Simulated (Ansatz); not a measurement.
Polymorphs of As, each relaxed with the program Ansatz at the PBE level (PAW):

A: I4_132
a = 6.9918 Å, b = 6.9918 Å, c = 6.9918 Å, α = 90.00°, β = 90.00°, γ = 90.00°

| atom | site | symmetry | x | y | z |
|---|---|---|---|---|---|
| As | 8a | .32 | 0.1250 | 0.1250 | 0.1250 |

B: diamond (Fd-3m)
a = b = c = 6.109 Å, α = β = γ = 90.00°

```
atom  site  symmetry       x       y       z
----  ----  --------  ------  ------  ------
As      8b      -43m  0.5000  0.5000  0.5000
```

Problem. Order them by energy per atom at 0 K (lowest first) at the level PBE.

Solution. B (+0 meV/atom), A (+330 meV/atom)

Typed or built starts, not in the databases checked: A; B. Not the usual ambient phase: A; B. All cells were relaxed under the symmetry of their starts (and spin orders); stability against distortions was not tested throughout. Spin–orbit coupling is left out wherever it is not named.

Energies hold the estimated change up to a 700 eV cutoff; steps of a few meV lie near the error of the meshes.

Potentials: the earlier of the program's two PAW sets.
